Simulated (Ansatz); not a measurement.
SnS (GeS type, space group Pnma)

```xyz
8
Lattice="10.9116 0.0000 0.0000 0.0000 3.9534 0.0000 0.0000 0.0000 4.1121" Properties=species:S:1:pos:R:3 pbc="T T T"
Sn     6.7349     2.9650     2.4377
Sn     9.6325     0.9883     0.3817
Sn     4.1767     0.9883     1.6743
Sn     1.2791     2.9650     3.7304
S      3.8751     2.9650     4.0141
S      1.5808     0.9883     1.9581
S      7.0366     0.9883     0.0980
S      9.3309     2.9650     2.1540
```

Equation-of-state scan: isotropic scaling of the cell above, V₀ being its volume. The atoms relax within the cell's symmetry.

These are PBEsol-D3(BJ) (plane waves to 420 eV, PAW, scalar-relativistic; Ansatz, a quantum-chemistry and plane-wave program) values and carry that method's errors. k mesh 3×8×8 (Γ-centred), Fermi-Dirac smearing 0.05 eV. Energies are smeared free energies. Stress and pressure are positive under compression. With the shape held, the modulus is that of even scaling; a crystal free to change shape is softer. SnS was relaxed with its symmetry unable to fall. The zero of ΔE is the relaxed starting cell.

```csv
V (Å³/atom),ΔE (meV/atom)
19.956,43.1
20.399,26.5
20.843,14.4
21.286,withheld
21.730,1.5
22.173,0.0
22.617,1.4
23.060,5.2
23.503,11.1
23.947,18.8
24.390,28.1
```

Fit a third-order Birch-Murnaghan form (E₀, V₀, B₀, B₀′ free) to the given rows and predict ΔE at V = 21.286.

Least squares on the 10 given rows: ΔE = E₀ + (9V₀B₀/16)·y²·[2 + (B₀′ − 4)y], y = (V₀/V)^(2/3) − 1, with V₀ = 22.177 Å³/atom, B₀ = 49.69 GPa (160.2 GPa = 1 eV/Å³; the term in eV is multiplied by 1000), B₀′ = 5.30, E₀ = 0.12 meV/atom; root-mean-square residual 0.08 meV/atom. At 21.286 the fit gives 6.2 meV/atom; the calculation gives 6.1 meV/atom, so the interpolation is off by 0.1 (+1.6 %). For the pressure the fit gives 2.27 GPa against the computed 2.31 GPa.

(Under strain, the slope of the energy per volume gives the stress and its curvature an elastic modulus.)
